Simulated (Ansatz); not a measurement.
A generator proposed this cell of CdS5.

```cif
data_structure
_symmetry_space_group_name_H-M 'P 1'
_symmetry_Int_Tables_number 1
_cell_length_a 5.5767
_cell_length_b 5.5767
_cell_length_c 5.4986
_cell_angle_alpha 90.000
_cell_angle_beta 90.000
_cell_angle_gamma 120.000
_cell_volume 148.09
loop_
_atom_site_label
_atom_site_type_symbol
_atom_site_fract_x
_atom_site_fract_y
_atom_site_fract_z
_atom_site_occupancy
Cd1 Cd 0.00000 0.00000 0.50000 1
S1 S 0.33333 0.66667 0.32887 1
S2 S 0.33333 0.66667 0.67113 1
S3 S 0.66667 0.33333 0.67113 1
S4 S 0.66667 0.33333 0.32887 1
S5 S 0.00000 0.00000 0.00000 1
```

Computed with DFT PBE, scalar-relativistic, plane waves, PAW (Ansatz 0.2.0). Cutoff 420 eV; k points 6×6×4 on the computed 6-atom cell (Γ-centred); Gaussian smearing, width 0.10 eV; no spin polarisation.

The zero of energy is the elements' standard structures at the same level; no fitted shifts are applied.

Question: How far from equilibrium is it?

Answer: The pressure is -1.0 GPa (the mean over three directions, positive in compression), the largest force is 1.53 eV/Å, and the energy is +0.37 eV/atom against the elements. The shortest distance is 1.88 Å.

Question: Is it a good guess?

Answer: A fair one: relaxing gains under 0.1 eV/atom (the start's value is from the coarse mesh, so the gain is rough) in 11 ionic steps and ends at +0.30 eV/atom on the finer mesh. The symmetry stays P6/mmm (No. 191). The volume per atom shrinks by 11.6 %, from 24.7 to 21.8 Å³. The shortest distance goes from 1.88 Å (S–S) to 1.93 Å (S–S). Conventional cell: a = 5.499 Å, c = 5.001 Å. Around Cd lie 2 S at 2.50 Å; S on a site of symmetry 3m is surrounded by 1 S at 1.93 Å; around S on a site of symmetry 6/mmm lie 2 Cd at 2.50 Å.

The last run used a 12×12×8 mesh (in the run's order of axes) for its 6-atom cell and Gaussian smearing of 0.10 eV. No dispersion correction is applied, so the spacing and binding between layers, chains or molecules are poorly described. The reference form of S is held partly by dispersion forces, which this level lacks. The relaxation can't lower the symmetry of the start, and the grade says only how near the guess is to its own end. A structure relaxed within its symmetry needn't be a true minimum.
